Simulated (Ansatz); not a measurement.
These are results of Ansatz, DFT PBE, scalar-relativistic, plane waves, PAW, not measurements. All cells share a 420 eV cutoff and Γ-centred k meshes spaced at most about 0.3 Å⁻¹ (about 0.25 or finer for metals, 2π included). Collinear spin in cells that started with moments and kept them past the coarse steps, no spin elsewhere.

These are static total energies at zero pressure.

Two relaxed structures of TiBr₂F:

1. (no spin)

```
CELL_PARAMETERS angstrom
3.68929 0.00000 0.00000
-1.84465 3.19502 0.00000
0.00000 0.00000 9.26647
ATOMIC_POSITIONS crystal
Ti 0.00000 0.00000 0.00000
Br 0.00000 0.00000 0.75018
Br 0.00000 0.00000 0.24982
F 0.00000 0.00000 0.50000
```

2. (site moments Ti 0.8 μB)

```
CELL_PARAMETERS angstrom
5.06270 0.00000 0.00000
-2.53135 4.38443 0.00000
0.00000 0.00000 3.92901
ATOMIC_POSITIONS crystal
Ti 0.00000 0.00000 0.50000
Br 0.33333 0.66667 0.50000
Br 0.66667 0.33333 0.50000
F 0.00000 0.00000 0.00000
```

Task: Which would you expect to be lower, and how large is the difference?

Result: Cell 2 is lower, by 1.27 eV/atom. Cell 1 has space group P6/mmm (No. 191), 27.3 Å³/atom and no gap on its mesh; cell 2 has space group P6/mmm (No. 191), 21.8 Å³/atom and no gap. Counting Br or F atoms around Ti (for each partner element, those within 1.25 times its shortest distance or 1.15 times the sum of covalent radii, where it is the nearest in units of that sum or under 1.3; a plus sign parts groups by distance over the sum of covalent radii), cell 1 has Ti 2 and cell 2 has Ti 2+6. Their magnetic states differ too, which can make part of the margin. The denser one is the lower, and pressure would at first widen the difference. In cell 1, around Ti lie 2 Br at 2.31 Å; around Br lie 1 Ti at 2.31 Å and 1 F at 2.32 Å; F is surrounded by 2 Br at 2.32 Å. In cell 2, around Ti lie 2 F at 1.96 Å and 6 Br at 2.92 Å; Br has 3 Ti at 2.92 Å and 3 Br at 2.92 Å; F is surrounded by 2 Ti at 1.96 Å. Both come from invented guesses.

In such compounds of Ti a zero gap at this level may well be an artefact, since no Hubbard U is applied. In P6/mmm at 27.3 Å³/atom an odd number of electrons in the primitive cell allows no gap without spin; a larger cell or a magnetic state could open one. The magnetic state reached may not be the lowest. Cells relaxed within their symmetry can be saddle points. Some candidate types were left out of the draw beforehand, so a known form may be missing.
